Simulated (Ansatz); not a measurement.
SnF4 in space group I4/mmm (No. 139; Sn on 2a, F on 4e, F on 4c), LDA (plane waves, PAW; program Ansatz). The conduction-band minimum lies at Γ, with 1 equivalent valley. Second derivatives d²E/dk² of the lowest band at one valley (eV·Å²), along Cartesian directions:

| direction | d²E/dk² |
|---|---|
| [100] | 14.65 |
| [010] | 14.65 |
| [001] | 12.75 |
| [110] | 14.65 |
| [101] | 13.70 |
| [011] | 13.70 |

Find the principal effective masses, the density-of-states mass and the conductivity mass.

Off-diagonal terms follow from H_xy = H[110] − (H_xx + H_yy)/2, and m*/mₑ = 7.620 eV·Å² over each eigenvalue: 0.52, 0.52, 0.60. One valley's DOS mass (m₁m₂m₃)^(1/3) = 0.54, conductivity mass 3/(Σ 1/mᵢ) = 0.54 mₑ.

What effective density of states Nc follows at 300 K for parabolic valleys?

Nc = 2.509e19 × 1 × (0.54)^(3/2) ≈ 1.0e19 cm⁻³.

With the computed static dielectric constant 9.21 (mean of the diagonal), estimate a hydrogenic donor's binding energy and radius.

E = 13.606 eV × 0.54/9.21² ≈ 87 meV; a = 0.529 Å × ε/m* ≈ 9.0 Å. Semilocal masses tend to be too small where the gap is.

The workflow started from a Materials Project entry (that database holds measured and hypothetical structures alike); the Crystallography Open Database files this formula in space group No. 139, but the cells were not matched. Whether it is the stable phase at ambient conditions was not checked. The cell was relaxed with LDA under the symmetry of its start; phonons on a q-mesh show no instability. A crystal of weakly bound layers computed without a dispersion correction: the cell and the soft elastic constants depend strongly on that. Spin–orbit coupling is left out wherever it is not named.

Potentials: the later of the program's two PAW sets.
